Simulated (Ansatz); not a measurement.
K:
```xyz
2
Lattice="2.3927 -4.1429 0.0000 2.3927 4.1429 0.0000 0.0000 0.0000 7.7481" Properties=species:S:1:pos:R:3 pbc="T T T"
K      2.3927    -2.7609     1.9370
K      2.3927     2.7609     5.8111
```

Relaxed with r²SCAN. Special points in fractions of this cell's reciprocal vectors: Γ (0.000, 0.000, 0.000); Y (-0.500, 0.500, 0.000); C0 (-0.333, 0.667, 0.000); Σ0 (0.333, 0.333, 0.000); Z (0.000, 0.000, 0.500); A0 (0.333, 0.333, 0.500); E0 (-0.333, 0.667, 0.500); T (-0.500, 0.500, 0.500); S (0.000, 0.500, 0.000); R (0.000, 0.500, 0.500).

### Question
List the band energies nearest the Fermi level at these points for DFT-r²SCAN in the program Ansatz with PAW potentials.

### Answer
In eV from the Fermi level; about four levels below and three above (degenerate sets whole), none deeper than 8.9 eV; … stands for higher levels left out; points with the same levels are listed once.

| k | below | above |
|---|---|---|
| Γ | -2.23 | 0.49 0.52 4.46 4.46 |
| Y | – | 0.19 0.21 1.78 |
| C0 | – | 0.76 0.93 0.93 |
| Z | -1.48 -1.48 | 3.03 3.03 … |
| A0 | – | 1.24 1.24 1.35 1.35 |
| T | – | 0.71 0.71 0.87 0.87 |

Space group P6_3/mmc (hcp (Mg type)). The first step of the workflow began from a Materials Project structure, measured or hypothetical; the Crystallography Open Database copy checked does not list it. It is not the phase usual at ambient conditions (space group No. 229). The r²SCAN relaxation kept the symmetry of its start; its stability against distortions is not shown here. Point labels and valley counts follow the cell and symmetry of the run, lower than the named group.

Potentials: the later of the program's two PAW sets.
